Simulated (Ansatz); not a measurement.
SiC2:
```xyz
6
Lattice="3.1814 0.0000 0.0000 0.0000 3.1814 0.0000 0.0000 0.0000 6.8851" Properties=species:S:1:pos:R:3 pbc="T T T"
Si     0.0000     0.0000     1.7213
Si     0.0000     0.0000     5.1638
C      0.0000     1.5907     0.6826
C      1.5907     0.0000     4.1252
C      0.0000     1.5907     6.2024
C      1.5907     0.0000     2.7599
```

Relaxed with PBE. Special points in fractions of this cell's reciprocal vectors: Γ (0.000, 0.000, 0.000); X (0.000, 0.500, 0.000); M (0.500, 0.500, 0.000); Z (0.000, 0.000, 0.500); R (0.000, 0.500, 0.500); A (0.500, 0.500, 0.500).

### Question
List the band energies nearest the Fermi level at these points for plane-wave PAW PBE (Ansatz code).

### Answer
In eV from the Fermi level; about four levels below and three above (degenerate sets whole), none deeper than 8.9 eV; points with the same levels are listed once.

```
k                    below                above
-  -----------------------  -------------------
Γ  -1.82 -1.82 -0.99 -0.99  1.35 3.54 3.84 3.84
X  -3.24 -3.18 -1.44 -0.18       0.60 3.65 3.81
M  -4.79 -3.00 -1.11 -0.77       3.63 3.63 3.90
Z  -4.21 -4.21 -2.62 -2.62  0.29 0.29 1.90 1.90
R  -3.81 -1.89 -1.44 -0.22       1.47 3.61 3.97
A  -4.16 -4.16 -3.45 -3.45  1.49 1.49 2.69 2.69
```

Space group P4_2/mmc. The start of the workflow was typed in or built on a structure type; neither database checked (COD, Materials Project) lists it. Its standing as an ambient phase is unchecked. Symmetry was held in the PBE relaxation; its stability against distortions is not shown here. Its formation energy is positive at this level, so the cell may be metastable or incomplete.

Potentials: the earlier of the program's two PAW sets.
